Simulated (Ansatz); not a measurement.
HfScTaN3:
```
HfScTaN3
1.0
    3.17418     0.00000     0.00000
   -1.58709     2.74892     0.00000
    0.00000     0.00000     7.74321
Hf Sc Ta N
1 1 1 3
Direct
  0.00000   0.00000   0.99605
  0.33333   0.66667   0.33824
  0.66667   0.33333   0.66722
  0.66667   0.33333   0.16410
  0.00000   0.00000   0.50546
  0.33333   0.66667   0.82893
```

Relaxed with PBE. Special points in fractions of this cell's reciprocal vectors: Γ (0.000, 0.000, 0.000); M (0.500, 0.000, 0.000); K (0.333, 0.333, 0.000); A (0.000, 0.000, 0.500); L (0.500, 0.000, 0.500); H (0.333, 0.333, 0.500).

List the band energies nearest the Fermi level at these points for DFT-PBE in the program Ansatz with PAW potentials.

In eV from the Fermi level; about four levels below and three above (degenerate sets whole), none deeper than 8.9 eV; points with the same levels are listed once.

```tsv
k	below	above
Γ	-2.61 -2.61 -0.70 -0.70 -0.44	1.37 1.54 1.54
M	-4.82 -3.49 -3.39 -3.38	0.83 1.19 2.51
K	-5.29 -5.26 -4.82 -4.62	0.14 0.46 0.61
A	-3.53 -3.53 -0.46 -0.46 -0.20	0.58 1.06 1.06
L	-4.33 -3.84 -2.06 -1.10	2.50 2.54 3.13
H	-5.35 -5.18 -4.96 -4.64	0.58 0.82 0.88
```

Space group P3m1. The start of the workflow was typed in or built on a structure type; neither database checked (COD, Materials Project) lists it. Its standing as an ambient phase is unchecked. Symmetry was held in the PBE relaxation; whether a distortion lowers the energy is not shown. The run is not spin-polarised. With an odd number of electrons in the cell and no spin polarisation, the count alone makes it a metal. Scalar-relativistic: spin–orbit coupling is off unless named, which matters more the heavier the elements.

Potentials: the earlier of the program's two PAW sets.
